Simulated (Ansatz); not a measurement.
An Ansatz (an electronic-structure program) run. Input:

Ansatz 0.2 input:
```yaml
crystal:
  lattice:
    - [5.8869179835, 0.0, 0.0]
    - [0.0, 5.8869179835, 0.0]
    - [0.0, 0.0, 5.8869179835]
  atoms:
    - { symbol: Cs, position: [0.0, 0.0, 0.0] }
    - { symbol: Sn, position: [0.5, 0.5, 0.5] }
    - { symbol: Br, position: [0.5, 0.0, 0.5] }
    - { symbol: Br, position: [0.0, 0.5, 0.5] }
    - { symbol: Br, position: [0.5, 0.5, 0.0] }
kpoints:
  mp_grid: { grid: [4, 4, 4] }
  band_path:
    path:
      - [[0.0, 0.0, 0.0], [0.0, 0.5, 0.0], [0.5, 0.5, 0.0], [0.0, 0.0, 0.0], [0.5, 0.5, 0.5], [0.0, 0.5, 0.0]]  # Γ-X-M-Γ-R-X
      - [[0.5, 0.5, 0.5], [0.5, 0.5, 0.0]]  # R-M
      - [VBM, CBM]
    npoints: 12
basis: { xc_grid: 2 }
hamiltonian:
  xc: pbe
  pseudopotentials: { kind: paw }
magnetization: { noncollinear: true, spin_orbit: true }
scf:
  n_extra_bands: 12
  convergence: { dr2_threshold: 0.0000000001 }
  occupations: { method: gaussian, width: 0.01 }
checkpoint: { write: soc.run }
output: { eigenvalues: true }
```

Output (shortened):

```
Pseudopotential: Cs, paw_fr, valence charge 9
Pseudopotential: Sn, paw_fr, valence charge 14
Pseudopotential: Br, paw_fr, valence charge 7
Functional definition: PBE
non-collinear run that drives no moment, with spin-orbit …
Crystal: 5 atoms, lattice volume = 204.016 Å³
Basis set: ecut = 420 eV, 3911 PW (Γ), exchange–correlation on 80×80×80 points (8 copies of the dense FFT grid, shifted against one another)
Bands: 56, of which v1, the nominal top of the filled ones, is band 44 counted from 1 (43 counted from 0)
Symmetry: 48 space group operations + 48 with time reversal
k-points: 10 of 64
Projection manifold: j_resolved (fully-relativistic pseudo-atomic orbitals)
SCF iter   1: F=—  HF=-20059.040267 eV  |F-HF|=—  |Δ(HF+E_count)|=         —  Δρ=2.01e-2  dr2=1.83e0  dr2_m=0.00e0 (ungated)  ethr=3.10e-3  |M|=0.00e0 ∫|m|=0.00e0 μB  |m|>n=0.0e0 m-floor=0.0e0 τ_xc=0.0e0  β_m=0.30  ⟨swp⟩=9.6  Hψ=1539  notcnv=0  defer=4
preconditioner: auto → Resta (q_TF=auto, 2.113 Å⁻¹)
spin=Noncollinear: Resta preconditioning applied to the charge; magnetization (m_x, m_y, m_z) channels mix plain (no charge-response kernel on spin).
SCF iter   2: F=—  HF=-20058.621859 eV  |F-HF|=—  |Δ(HF+E_count)|=   4.18e-1  Δρ=1.36e-2  dr2=9.90e-1  dr2_m=0.00e0 (ungated)  ethr=3.10e-3  |M|=0.00e0 ∫|m|=0.00e0 μB  |m|>n=0.0e0 m-floor=0.0e0 τ_xc=0.0e0  β_m=0.65  ⟨swp⟩=2.3  Hψ=360  notcnv=0  defer=68
SCF iter   3: F=—  HF=-20058.162829 eV  |F-HF|=—  |Δ(HF+E_count)|=   4.59e-1  Δρ=3.13e-3  dr2=4.80e-2  dr2_m=0.00e0 (ungated)  ethr=2.25e-3  |M|=0.00e0 ∫|m|=0.00e0 μB  |m|>n=0.0e0 m-floor=0.0e0 τ_xc=0.0e0  β_m=0.81  ⟨swp⟩=3.0  Hψ=592  notcnv=0  defer=66
SCF iter   4: F=—  HF=-20058.151386 eV  |F-HF|=—  |Δ(HF+E_count)|=   1.14e-2  Δρ=8.82e-4  dr2=3.74e-3  dr2_m=0.00e0 (ungated)  ethr=1.09e-4  |M|=0.00e0 ∫|m|=0.00e0 μB  |m|>n=0.0e0 m-floor=0.0e0 τ_xc=0.0e0  β_m=0.87  ⟨swp⟩=3.0  Hψ=463  notcnv=0  defer=66
SCF iter   5: F=—  HF=-20058.151590 eV  |F-HF|=—  |Δ(HF+E_count)|=   2.04e-4  Δρ=2.57e-4  dr2=1.67e-4  dr2_m=0.00e0 (ungated)  ethr=8.50e-6  |M|=0.00e0 ∫|m|=0.00e0 μB  |m|>n=0.0e0 m-floor=0.0e0 τ_xc=0.0e0  β_m=0.92  ⟨swp⟩=3.4  Hψ=562  notcnv=0  defer=68
SCF iter   6: F=—  HF=-20058.151759 eV  |F-HF|=—  |Δ(HF+E_count)|=   1.69e-4  Δρ=6.37e-5  dr2=9.50e-6  dr2_m=0.00e0 (ungated)  ethr=3.80e-7  |M|=0.00e0 ∫|m|=0.00e0 μB  |m|>n=0.0e0 m-floor=0.0e0 τ_xc=0.0e0  β_m=0.94  ⟨swp⟩=2.0  Hψ=489  notcnv=0  defer=68
SCF iter   7: F=—  HF=-20058.151774 eV  |F-HF|=—  |Δ(HF+E_count)|=   1.49e-5  Δρ=1.12e-5  dr2=3.19e-7  dr2_m=0.00e0 (ungated)  ethr=2.16e-8  |M|=0.00e0 ∫|m|=0.00e0 μB  |m|>n=0.0e0 m-floor=0.0e0 τ_xc=0.0e0  β_m=0.97  ⟨swp⟩=2.0  Hψ=461  notcnv=0  defer=68
SCF iter   8: F=—  HF=-20058.151719 eV  |F-HF|=—  |Δ(HF+E_count)|=   5.50e-5  Δρ=2.22e-6  dr2=1.26e-8  dr2_m=0.00e0 (ungated)  ethr=7.26e-10  |M|=0.00e0 ∫|m|=0.00e0 μB  |m|>n=0.0e0 m-floor=0.0e0 τ_xc=0.0e0  β_m=0.99  ⟨swp⟩=2.0  Hψ=406  notcnv=0  defer=68
SCF iter  10: F=-20058.151719 eV  HF=-20058.151719 eV  |F-HF|=1.60e-10  |Δ(HF+E_count)|=   1.32e-9  Δρ=1.01e-7  dr2=4.17e-11  dr2_m=0.00e0 (ungated)  ethr=1.00e-12  |M|=0.00e0 ∫|m|=0.00e0 μB  |m|>n=0.0e0 m-floor=0.0e0 τ_xc=0.0e0  ⟨swp⟩=13.5  Hψ=1342  notcnv=0
SCF 1 converged in 10 iterations: F = -20058.151719 eV  dr2 = 4.17e-11
NSCF: frozen V_eff on 20 k-points
NSCF: frozen V_eff on 20 k-points
NSCF: frozen V_eff on 18 k-points
NSCF: frozen V_eff on 3 k-points
NSCF: frozen V_eff on 3 k-points
NSCF: frozen V_eff on 3 k-points
NSCF: frozen V_eff on 3 k-points
NSCF: frozen V_eff on 3 k-points
NSCF: frozen V_eff on 3 k-points
NSCF: frozen V_eff on 87 k-points
SCF converged after 10 iterations
Magnetization: |M| = 0.0000 μB,  M = (+0.0000, +0.0000, +0.0000) μB
Absolute magnetization: 0.0000 μB (∫|m|)
  site 0: m = (+0.0000, +0.0000, +0.0000) μB, |m| = 0.0000 μB  (R = 1.72 Å)
  site 1: m = (+0.0000, +0.0000, +0.0000) μB, |m| = 0.0000 μB  (R = 1.21 Å)
  site 2: m = (+0.0000, +0.0000, +0.0000) μB, |m| = 0.0000 μB  (R = 1.21 Å)
  site 3: m = (+0.0000, +0.0000, +0.0000) μB, |m| = 0.0000 μB  (R = 1.21 Å)
  site 4: m = (+0.0000, +0.0000, +0.0000) μB, |m| = 0.0000 μB  (R = 1.21 Å)
Free energy (F): -20058.151719 eV
Harris-Foulkes:  -20058.151719 eV  (|F-HF|=1.60e-10)
Internal energy: -20058.151719 eV  (E = F + TS)
E sigma→0 (E₀):  -20058.151719 eV
Fermi energy:    4.322306 eV
--- Per-component energies (eV) ---
  E_band       = -297.713758
  E_kinetic    = 726.125674
  E_local      = -2563.202550  (includes V_loc(G=0)·N_el)
  E_nonlocal   = 207.918009
  E_hartree    = 1133.985535
  E_xc         = -1351.188521
  E_vxc        = -533.328706  (∫ρ·V_xc dr)
  E_paw        = -15945.575668  (= ΣΔE_a)
  E_vpaw       = -403.197103  (= ΣTr[D̂ρ^β])
  E_aug_tail   = -0.000002  (compensation charges beyond the density's cutoff)
  E_ewald      = -2266.214194
  E_smearing   =  0.000000  (= −TS)
  E_closure    = 0.000000  (closes the sum)
  Σ components = -20058.151719   (vs F -20058.151719, Δ=0.00e0)
  [band-id]    e_kinetic+e_local+e_nonlocal+2·e_hartree+e_vxc+e_vpaw+e_augmentation_tail = -297.713608   (vs E_band -297.713758, Δ=1.50e-4)
--- Band table (eV; the first three rows and the last of 10) ---
  k-point 0: bands = ["-18.5297", "-18.5297", "-18.5297", "-18.5297", "-17.9226", "-17.9226", "-17.4972", "-17.4972", "-17.4972", "-17.4972", "-17.4823", "-17.4823", "-11.2080", "-11.2080", "-10.7229", "-10.7229", "-10.7229", "-10.7229", "-5.8693", "-5.8693", …
  k-point 1: bands = ["-18.5297", "-18.5297", "-18.5289", "-18.5289", "-17.9221", "-17.9221", "-17.4973", "-17.4973", "-17.4955", "-17.4955", "-17.4824", "-17.4824", "-11.1541", "-11.1541", "-10.7903", "-10.7903", "-10.7220", "-10.7220", "-5.8657", "-5.8657", …
  k-point 2: bands = ["-18.5297", "-18.5297", "-18.5281", "-18.5281", "-17.9215", "-17.9215", "-17.4973", "-17.4973", "-17.4938", "-17.4938", "-17.4824", "-17.4824", "-11.0647", "-11.0647", "-10.8931", "-10.8931", "-10.7211", "-10.7211", "-5.8623", "-5.8623", …
  k-point 9: bands = ["-18.5274", "-18.5274", "-18.5274", "-18.5274", "-17.9199", "-17.9199", "-17.4921", "-17.4921", "-17.4921", "-17.4921", "-17.4827", "-17.4827", "-10.8930", "-10.8930", "-10.8884", "-10.8884", "-10.8884", "-10.8884", "-5.8916", "-5.8916", …
```

Cost: very roughly 3 core-minutes on shared cores.

Space group Pm-3m (cubic perovskite). The cell was relaxed with PBE under the symmetry of its start; of distortions, only those at the zone centre were tested.

Potentials: the later of the program's two PAW sets.

Ansatz is a plane-wave DFT program.
